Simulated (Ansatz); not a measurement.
Relaxing a structure of VSi2

The start is a generated trial cell of VSi2 in the fluorite structure type. The cell and all atomic positions are relaxed at zero pressure with r2SCAN (plane waves to 500 eV, PAW, scalar-relativistic; Ansatz, an electronic-structure program). The first steps use a coarse 7×7×7 k-mesh.

Initial structure:
```yaml
crystal:
  lattice:
    - [0.00000, 2.92873, 2.92873]
    - [2.92873, 0.00000, 2.92873]
    - [2.92873, 2.92873, 0.00000]
  atoms:
    - { symbol: V, position: [0.00000, 0.00000, 0.00000] }
    - { symbol: Si, position: [0.25000, 0.25000, 0.25000] }
    - { symbol: Si, position: [0.75000, 0.75000, 0.75000] }
```
Spin-polarised start, with parallel moments on V.

**Question.** What pressure does the first self-consistent step give?

**Answer.** -4 GPa (negative: the cell is under tension).

**Question.** How much energy is released per atom?

**Answer.** 0.01 eV/atom.

**Question.** How does the volume change?

**Answer.** -4.9 %, from 16.75 to 15.92 Å³/atom.

**Question.** How do the shortest distances between atoms change?

**Answer.** The closest pairs of elements (up to four, under 3.6 Å), start → end: Si–V 2.54 → 2.49 Å; Si–Si 2.93 → 2.88 Å.

**Question.** Give the final cell and atomic positions.

**Answer.** 
```cif
data_Si8V4
_chemical_formula_sum 'V4 Si8'
_space_group_name_H-M_alt 'Fm-3m'
_space_group_IT_number 225
_space_group_name_Hall '-F 4 2 3'
_cell_length_a 5.75960
_cell_length_b 5.75960
_cell_length_c 5.75960
_cell_angle_alpha 90.000
_cell_angle_beta 90.000
_cell_angle_gamma 90.000
loop_
_atom_site_label
_atom_site_type_symbol
_atom_site_symmetry_multiplicity
_atom_site_Wyckoff_symbol
_atom_site_fract_x
_atom_site_fract_y
_atom_site_fract_z
_atom_site_occupancy
V1 V 4 a 0.00000 0.00000 0.00000 1
Si1 Si 8 c 0.25000 0.25000 0.25000 1
```
(The calculation used a cell of 3 atoms; values per cell refer to that cell.)

The space group stays Fm-3m (No. 225) (the run could not lower it); the end is AFLOW prototype AB2_cF12_225_a_c (C1, as in CaF2), with 3 atoms in the primitive magnetic cell. Final values are on a 14×14×14 k-mesh of the relaxed cell. Spin state reached: ferromagnetic (net 0.72 μB/atom), from parallel starting moments; other spin orders were not run from this start.

The run could not lose the symmetry of its start, so the end can be a saddle point.

All atoms sit on sites fixed by symmetry, so only the cell could relax.

The relaxed structure here is a generated cell of VSi2: the first start was made by placing the elements on the sites of a structure type, and the end was not matched to a known phase here, so it may be hypothetical.
